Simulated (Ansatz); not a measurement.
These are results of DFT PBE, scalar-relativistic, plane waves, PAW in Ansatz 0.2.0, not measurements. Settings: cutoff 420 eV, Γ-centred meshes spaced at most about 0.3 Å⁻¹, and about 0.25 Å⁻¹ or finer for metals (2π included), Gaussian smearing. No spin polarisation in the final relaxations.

These are static total energies at zero pressure. All come from trial cells, and lower structures may exist.

Question: These unrelaxed guesses for Li₇Sb are each relaxed within their symmetry. Order them by the energy at which they end, lowest first.
A.

```
Li Sb
1.0
     0.00000    3.97324    3.97324
     3.97324    0.00000    3.97324
     3.97324    3.97324    0.00000
Li Sb
7 1
Direct
  0.56069 0.93931 0.93931
  0.93931 0.56069 0.56069
  0.93931 0.56069 0.93931
  0.56069 0.93931 0.56069
  0.93931 0.93931 0.56069
  0.56069 0.56069 0.93931
  0.50000 0.50000 0.50000
  0.00000 0.00000 0.00000
```

B.

```
Li Sb
1.0
     5.84214    0.00000    0.00000
    -2.92107    5.05944    0.00000
     0.00000    0.00000    4.70650
Li Sb
7 1
Direct
  0.99961 0.49980 0.00000
  0.50020 0.00039 0.00000
  0.50020 0.49980 0.00000
  0.16493 0.83507 0.50000
  0.16493 0.32986 0.50000
  0.67014 0.83507 0.50000
  0.66667 0.33333 0.50000
  0.00000 0.00000 0.00000
```

Answer: B (ends in P-6m2, 0 meV/atom), A (ends in Fm-3m, 47 meV/atom).

These runs have no spin–orbit coupling, which can matter for Sb. Cells relaxed within their symmetry can be saddle points. Some structure types and database cells were kept out of the candidates from the start, so a known form may be missing.
